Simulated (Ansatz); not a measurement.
## How the functional moves the response of TaN (P-6m2) (r²SCAN, PBEsol)

```
Ta N
1.0
     2.93620    0.00000    0.00000
    -1.46810    2.54282    0.00000
     0.00000    0.00000    2.88458
Ta N
1 1
Direct
  0.00000 0.00000 0.50000
  0.66667 0.33333 0.00000
```

This cell (10.77 Å³ an atom) was relaxed by PAW under r²SCAN, and each functional gets its own cell relaxed so. Quantity: elastic moduli (Hill averages, relaxed ions; θ_D from sound speeds over directions).

Runs: (1) r²SCAN, PAW on Ansatz 0.2.0's default frozen-core files (fitted under PBE), scalar-relativistic; k mesh 18×18×16, strains of ±0.005, Fermi-Dirac smearing of 0.100 eV, cutoff 500 eV. (2) PBEsol, PAW on Ansatz 0.2.0's default frozen-core files (fitted under PBE), scalar-relativistic; k mesh 18×18×16, strains of ±0.008, Fermi-Dirac smearing of 0.050 eV, cutoff 420 eV.

Under r²SCAN: B = 360 GPa, G = 259 GPa, C11 = 680 GPa, C33 = 862 GPa, C44 = 251 GPa, ν = 0.210, θ_D = 617 K.

Q: Which way does PBEsol move the volume, and by how much?

A: a = 2.924, c = 2.871 Å, 10.63 Å³ an atom: 1.3 % smaller.

Q: What does PBEsol give for these quantities?

A: 

```
quantity   r²SCAN   PBEsol     change
       B  360 GPa  363 GPa  under 1 %
       G  259 GPa  255 GPa       -2 %
     C11  680 GPa  669 GPa       -2 %
     C33  862 GPa  858 GPa  under 1 %
     C44  251 GPa  256 GPa       +2 %
       ν    0.210    0.216       +3 %
     θ_D    617 K    611 K  under 1 %
```

Caveats: frozen-core PAW files fitted under PBE, their cores solved anew for the functional of the run; responses of metals move with mesh and smearing; no spin-orbit coupling on heavy atoms; elastic stability says nothing of phonons or of other phases.
